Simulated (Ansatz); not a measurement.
Relaxed-ion elastic tensor of Pd (dhcp (α-La type), P6_3/mmc) in GPa (Voigt order), plane-wave PAW LDA (Ansatz code); density 12.47 g/cm³, 14.17 Å³ per atom.

```json
[
 {"": "1", "1": "314", "2": "202", "3": "165", "4": "0.0", "5": "0.0", "6": "0.0"},
 {"": "2", "1": "202", "2": "314", "3": "165", "4": "0.0", "5": "0.0", "6": "0.0"},
 {"": "3", "1": "165", "2": "165", "3": "345", "4": "0.0", "5": "0.0", "6": "0.0"},
 {"": "4", "1": "0.0", "2": "0.0", "3": "0.0", "4": "47.5", "5": "0.0", "6": "0.0"},
 {"": "5", "1": "0.0", "2": "0.0", "3": "0.0", "4": "0.0", "5": "47.5", "6": "0.0"},
 {"": "6", "1": "0.0", "2": "0.0", "3": "0.0", "4": "0.0", "5": "0.0", "6": "56.3"}
]
```

Task: Is the crystal mechanically stable?

Result: Yes: the smallest eigenvalue of C is 47.5 GPa.

Task: Work out the Voigt, Reuss and Hill averages.

Result: K_V = 226, K_R = 226, K_H = 226; G_V = 59.7, G_R = 56.4, G_H = 58.1 GPa.

Task: Give Young's modulus, Poisson's ratio, Pugh's ratio and the universal anisotropy index.

Result: E = 9KG/(3K + G) = 160 GPa; ν = 0.38; K/G = 3.90 (ductile by the Pugh limit of 1.75); A_U = 5G_V/G_R + K_V/K_R − 6 = 0.29.

Task: Estimate the sound speeds and the Debye temperature.

Result: v_l = √((K + 4G/3)/ρ) = 4940 m/s, v_t = √(G/ρ) = 2160 m/s, mean 2440 m/s; Θ = (h/k)(3n/4πV)^(1/3) v_m = 300 K.

Task: Solve the Christoffel equation for the three sound speeds along x, y, z.

Result: Eigenvalues of C_ijkl n_j n_l equal ρv². In km/s, slowest first: x 1.95, 2.13, 5.02; y 1.95, 2.13, 5.02; z 1.95, 1.95, 5.26.

Task: How much does each axis shrink under pressure?

Result: Linear compressibilities β_i = Σ_j S_ij (j = 1 to 3): x 1.5, y 1.5, z 1.5 per TPa.

The first step of the workflow began from a Materials Project structure, measured or hypothetical; the Crystallography Open Database copy checked does not list it. It is not the phase usual at ambient conditions (space group No. 225). Symmetry was held in the LDA relaxation; whether a distortion lowers the energy is not shown. The workflow began spin-polarised and lost its moments. As this level gives no gap, shear constants depend on the k-mesh and smearing (Fermi–Dirac, 0.1 eV here). On the denser mesh and wider smearing of the elastic run this cell carries a stress of 0.5 GPa.

Potentials: the later of the program's two PAW sets.
